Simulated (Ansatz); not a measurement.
**W: input and output**

Input file of Ansatz 0.2.0:

```yaml
crystal:
  lattice:
    - [-1.60184968, 1.60184968, 1.60184968]
    - [1.60184968, -1.60184968, 1.60184968]
    - [1.60184968, 1.60184968, -1.60184968]
  atoms:
    - { symbol: W, position: [0.0, 0.0, 0.0], spin: 1, spin_axis: [0.57735, 0.57735, -0.57735] }
  symmetry: { tolerance: 0.0003 }
kpoints:
  mp_grid: { grid: [15, 15, 15], shift: [0, 0, 0] }
  band_path:
    path:
      - [0.0, 0.0, 0.0]
      - [0.5, -0.5, 0.5]
      - [0.0, 0.0, 0.5]
      - [0.0, 0.0, 0.0]
      - [0.25, 0.25, 0.25]
      - [0.5, -0.5, 0.5]
      - [0.25, 0.25, 0.25]
      - [0.0, 0.0, 0.5]
    npoints: 10
magnetization:
  noncollinear: true
  spin_orbit: true
scf:
  occupations: { method: fermi_dirac }
  lower_state_search: "off"
  max_iter: 200
hamiltonian:
  pseudopotentials: { kind: paw_fr }
  xc: lda
basis:
  ecutwfc: 420
  fft_grid_basis: typed
output:
  forces: true
  stress: true
  eigenvalues: true
  bader: true
  populations: true
  elf: true
  write_potential: true
  volumetric_format: npy
  dos:
    e_range: [-12, 8]
    de: 0.05
    projected: { site_lists: { W: [W] } }
    method: { smearing: { sigma: 0.1, scheme: gaussian } }
  write_density: true
checkpoint:
  read: saved_state
```

Command:

```sh
ansatz run input.yaml --threads 2 --pin off --max-ram 5120MiB --backend cpu --events-out ev --progress --plain --runs-dir out
```

The run starts from an earlier solution of this cell. The state carries no moments; the state need not be the lowest.

Output (shortened):

```
SCF iter   1: F=—  Δρ=3.75e-3  dr2=2.61e-4  dr2_m=4.33e-4  |M|=8.96e-6 ∫|m|=1.57e-4 μB
SCF iter   2: F=—  Δρ=2.59e-3  dr2=1.11e-4  dr2_m=2.13e-4  |M|=5.35e-6 ∫|m|=1.09e-4 μB
SCF iter   3: F=—  Δρ=9.61e-4  dr2=3.42e-6  dr2_m=1.04e-4  |M|=3.62e-6 ∫|m|=7.79e-5 μB
SCF iter   4: F=—  Δρ=6.73e-4  dr2=9.92e-8  dr2_m=5.12e-5  |M|=2.58e-6 ∫|m|=5.47e-5 μB
SCF iter   5: F=—  Δρ=4.72e-4  dr2=1.08e-8  dr2_m=2.51e-5  |M|=1.87e-6 ∫|m|=3.84e-5 μB
SCF iter   6: F=—  Δρ=3.31e-4  dr2=1.14e-11  dr2_m=1.24e-5  |M|=1.36e-6 ∫|m|=2.70e-5 μB
SCF iter   7: F=—  Δρ=2.32e-4  dr2=4.76e-12  dr2_m=6.07e-6  |M|=9.85e-7 ∫|m|=1.90e-5 μB
SCF iter   8: F=-10153.4805 eV  Δρ=4.17e-7  dr2=2.37e-13  dr2_m=1.97e-11  |M|=5.12e-8 ∫|m|=2.05e-7 μB
SCF iter   9: F=-10153.4805 eV  Δρ=7.92e-8  dr2=4.67e-14  dr2_m=7.09e-13  |M|=1.47e-8 ∫|m|=5.26e-8 μB
Magnetization: |M| = 0.0000 μB,  M = ( 0.0000,  0.0000, +0.0000) μB
Absolute magnetization: 0.0000 μB (∫|m|, with the PAW one-centre terms)
  site 0: m = ( 0.0000,  0.0000, +0.0000) μB, |m| = 0.0000 μB  (R = 1.14 Å)
Free energy (F): -10153.4805 eV
Harris-Foulkes:  -10153.4805 eV  (|F-HF|=3.64e-12)
Internal energy: -10153.4682 eV  (E = F + TS)
E sigma→0 (E₀):  -10153.4743 eV
Entropy (-TS):   -0.0123 eV (-12.334 meV/atom)
Fermi energy:    21.3151 eV
--- Per-component energies (eV) ---
  E_band       = -101.5184
  E_kinetic    = 448.5782
  E_local      = -630.1293  (includes V_loc(G=0)·N_el)
  E_nonlocal   = 1.3819
  E_hartree    = 222.7312
  E_xc         = -264.1264
  E_vxc        = -238.0473  (∫ρ·V_xc dr)
  E_paw        = -8329.1871  (= ΣΔE_a)
  E_vpaw       = -128.7642  (= ΣTr[D̂ρ^β])
  E_aug_tail   =  0.0000  (compensation charges beyond the density's cutoff)
  E_ewald      = -1603.0093
  E_core_change = 0.2928  (= ΣΔE_core)
  E_smearing   = -0.0123  (= −TS)
--- Stress (GPa, compression-positive) ---
      -18.4731       0.0000       0.0000
        0.0000     -18.4731       0.0000
        0.0000       0.0000     -18.4731
  P = ⅓ Tr σ = -18.4731 GPa (-184.731 kbar)
```

Absolute energies hang on the potentials; compare differences alone.

Origin: a database entry at a rescaled volume. Caveats: the SCF threshold is loose for a stress; atoms or cell far from equilibrium.

How long did it run, and on what?

It took 30 s on 2 threads of Arm Neoverse V2, on a shared host, peak memory 0.55 GiB, starting from a saved density.
